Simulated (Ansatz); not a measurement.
**Yb₂ZnSe₄: relaxation (Ansatz)**

The input file (Ansatz 0.2.0, plane waves):

```yaml
crystal:
  lattice:
    - [0.0, 5.675813, 5.675813]
    - [5.675813, 0.0, 5.675813]
    - [5.675813, 5.675813, 0.0]
  atoms:
    - { symbol: Yb, position: [0.625, 0.625, 0.625], spin: 1.0 }
    - { symbol: Yb, position: [0.125, 0.625, 0.625], spin: 1.0 }
    - { symbol: Yb, position: [0.625, 0.625, 0.125], spin: 1.0 }
    - { symbol: Yb, position: [0.625, 0.125, 0.625], spin: 1.0 }
    - { symbol: Zn, position: [0.0, 0.0, 0.0] }
    - { symbol: Zn, position: [0.25, 0.25, 0.25] }
    - { symbol: Se, position: [0.377, 0.377, 0.377] }
    - { symbol: Se, position: [0.381, 0.873, 0.873] }
    - { symbol: Se, position: [0.377, 0.377, 0.869] }
    - { symbol: Se, position: [0.873, 0.381, 0.873] }
    - { symbol: Se, position: [0.869, 0.377, 0.377] }
    - { symbol: Se, position: [0.873, 0.873, 0.873] }
    - { symbol: Se, position: [0.377, 0.869, 0.377] }
    - { symbol: Se, position: [0.873, 0.873, 0.381] }
kpoints:
  mp_grid: { grid: [4, 4, 4], shift: [0, 0, 0] }
magnetization:
  spin_polarized: true
scf:
  occupations: { method: fermi_dirac }
  lower_state_search: "off"
hamiltonian:
  pseudopotentials: { kind: paw }
  xc: pbe
basis:
  ecutwfc: 420
  fft_grid_basis: typed
relax:
  max_steps: 80
  cell: { p_target: 0.0 }
  f_tol: 0.03
output:
  forces: true
  stress: true
  eigenvalues: true
  bader: true
  populations: true
  elf: true
  write_potential: true
  volumetric_format: npy
  dos:
    e_range: [-12, 8]
    de: 0.05
    projected: { site_lists: { Se: [Se], Yb: [Yb], Zn: [Zn] } }
checkpoint:
  read: saved_state
```

Launch command:

```bash
ansatz run input.yaml --threads 2 --pin off --max-ram 4096MiB --backend cpu --events-out ev --progress --plain --runs-dir out
```

Origin of the cell: a known structure type with other elements, at an estimated volume, so it need not be a known compound.

The smearing width isn't typed, so it takes its default of 0.1 eV.

The saved state is a converged single point of the same cell.

Steps («new basis» is an SCF on plane waves selected anew at the same cell):

```tsv
step	ΔF (meV/atom)	max force component (eV/Å)	P (GPa)	volume (Å³)	SCF iterations	step was
1	0.0	0.140	1.66	365.69	33	accepted
2	8.7	0.275	-2.04	391.37	30	rejected
3	-4.8	0.016	-0.12	376.87	29	accepted
4	-4.8	0.000	-0.01	376.19	18	accepted
5	-4.9	0.000	-0.01	376.19	13	new basis
```

Step 1, with forces in eV/Å:

```xyz
14
Lattice="0.000 5.676 5.676 5.676 0.000 5.676 5.676 5.676 0.000" Properties=species:S:1:pos:R:3:forces:R:3 pbc="T T T" step=1
Yb    7.095    7.095    7.095    0.000    0.000    0.000
Yb    7.095    4.257    4.257    0.000    0.000    0.000
Yb    4.257    4.257    7.095    0.000    0.000    0.000
Yb    4.257    7.095    4.257    0.000    0.000    0.000
Zn    0.000    0.000    0.000    0.000    0.000    0.000
Zn    2.838    2.838    2.838    0.000    0.000    0.000
Se    4.280    4.280    4.280   -0.140   -0.140   -0.140
Se    9.910    7.117    7.117    0.140   -0.140   -0.140
Se    7.072    7.072    4.280    0.140    0.140   -0.140
Se    7.117    9.910    7.117   -0.140    0.140   -0.140
Se    4.280    7.072    7.072   -0.140    0.140    0.140
Se    9.910    9.910    9.910    0.140    0.140    0.140
Se    7.072    4.280    7.072    0.140   -0.140    0.140
Se    7.117    7.117    9.910   -0.140   -0.140    0.140
```

Step 3, with forces in eV/Å:

```xyz
14
Lattice="0.000 5.733 5.733 5.733 0.000 5.733 5.733 5.733 0.000" Properties=species:S:1:pos:R:3:forces:R:3 pbc="T T T" step=3
Yb    7.166    7.166    7.166    0.000    0.000    0.000
Yb    7.166    4.300    4.300    0.000    0.000    0.000
Yb    4.300    4.300    7.166    0.000    0.000    0.000
Yb    4.300    7.166    4.300    0.000    0.000    0.000
Zn    0.000    0.000    0.000    0.000    0.000    0.000
Zn    2.867    2.867    2.867    0.000    0.000    0.000
Se    4.311    4.311    4.311    0.016    0.016    0.016
Se   10.021    7.178    7.178   -0.016    0.016    0.016
Se    7.155    7.155    4.311   -0.016   -0.016    0.016
Se    7.178   10.021    7.178    0.016   -0.016    0.016
Se    4.311    7.155    7.155    0.016   -0.016   -0.016
Se   10.021   10.021   10.021   -0.016   -0.016   -0.016
Se    7.155    4.311    7.155   -0.016    0.016   -0.016
Se    7.178    7.178   10.021    0.016    0.016   -0.016
```

Step 5, with forces in eV/Å:

```xyz
14
Lattice="0.000 5.730 5.730 5.730 0.000 5.730 5.730 5.730 0.000" Properties=species:S:1:pos:R:3:forces:R:3 pbc="T T T" step=5
Yb    7.162    7.162    7.162    0.000    0.000    0.000
Yb    7.162    4.297    4.297    0.000    0.000    0.000
Yb    4.297    4.297    7.162    0.000    0.000    0.000
Yb    4.297    7.162    4.297    0.000    0.000    0.000
Zn    0.000    0.000    0.000    0.000    0.000    0.000
Zn    2.865    2.865    2.865    0.000    0.000    0.000
Se    4.310    4.310    4.310    0.000    0.000    0.000
Se   10.014    7.175    7.175    0.000    0.000    0.000
Se    7.149    7.149    4.310    0.000    0.000    0.000
Se    7.175   10.014    7.175    0.000    0.000    0.000
Se    4.310    7.149    7.149    0.000    0.000    0.000
Se   10.014   10.014   10.014    0.000    0.000    0.000
Se    7.149    4.310    7.149    0.000    0.000    0.000
Se    7.175    7.175   10.014    0.000    0.000    0.000
```

```
Free energy lowered by  : 4.9 meV/atom
Volume change           : 2.87 %
Final pressure          : -0.01 GPa
Relaxation steps listed : 5
Gap on the mesh         : none (metal)
```

Caveats: a starting moment was lost; f shells without a U or exact exchange are poorly placed; no spin-orbit coupling, though heavy elements are present; the electronic state may be unstable; the relaxation held the start's symmetry, so the end may be a saddle point; the program can leave such a cell on a higher state.

Time: 560 s of wall time on 2 CPU thread(s) of a shared host, from a saved density.
